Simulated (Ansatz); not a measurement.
## Perovskite alloy of SrTiO3 and SrZrO3 (1 of 8 Ti sites exchanged), 40 atoms

Ansatz, PAW, plane waves. PBEsol relaxation of volume and atoms (shape held) at the single k point (¼, ¼, ¼) without its symmetry partners; single points on the relaxed atoms at the single k point (¼, ¼, ¼) without its symmetry partners, onto which points of the small cell's zone fold. Arrangement: quasirandom. No spin–orbit coupling unless named.

Relaxed structure:

```
Sr Ti Zr O
1.0
     7.84385    0.00000    0.00000
     0.00000    7.84385    0.00000
     0.00000    0.00000    7.84385
Sr Ti Zr O
8 7 1 24
Cartesian
  7.7459 0.0092 7.8229
  7.7653 0.0193 3.8582
  7.7790 3.8407 0.0223
  7.7903 3.8690 3.8732
  3.8964 7.8163 7.8174
  3.9304 7.8199 3.8237
  3.9030 3.8207 0.0064
  3.9440 3.8509 3.8401
  1.9176 1.8864 1.9077
  1.8963 1.9569 5.8118
  1.8913 5.8158 1.9592
  5.8425 1.9184 1.9203
  5.8103 1.9061 5.8388
  5.8315 5.8389 1.8875
  5.8788 5.8104 5.8175
  1.9625 5.8811 5.8848
  2.0504 1.7709 0.0423
  1.9095 2.1995 3.9450
  1.7829 6.1671 0.0914
  2.2281 5.6951 3.8714
  5.8430 2.0384 0.0223
  5.9634 1.9207 3.9332
  6.1341 5.8407 0.0408
  5.6938 5.9475 3.9470
  0.0132 2.0355 1.9189
  0.0243 1.7785 5.9549
  0.0240 5.8275 2.2032
  7.7920 6.1314 5.6959
  3.9452 1.9178 2.0454
  3.9613 2.1966 5.8387
  3.9649 5.9695 1.7775
  4.0120 5.7138 6.1737
  1.9190 0.0377 2.2127
  2.2359 0.0867 5.7038
  2.0335 3.9432 1.7721
  1.7876 3.8666 6.1523
  5.9686 0.0190 1.9252
  5.7080 0.0379 5.9662
  5.8446 3.9309 2.0363
  6.1110 3.9403 5.8333
```

(1) What are the mean bond lengths by pair (pairs within 1.2 times the sum of covalent radii, less contacts 15 % beyond the pair's median; cation–cation pairs of compounds aside; long ionic contacts are cut short by that bound)?

(2) What gap lies between the top filled and the lowest empty level in the single points?

Answers

(1) O–Sr 2.755 ± 0.155 Å (standard deviation, 90 bonds); O–Ti 1.966 ± 0.082 Å (standard deviation, 42 bonds); O–Zr 2.058 ± 0.019 Å (standard deviation, 6 bonds).

(2) r²SCAN 3.41 eV (44 s on 2 threads of EPYC 7R13). Away from Γ this isn't the crystal's band gap.
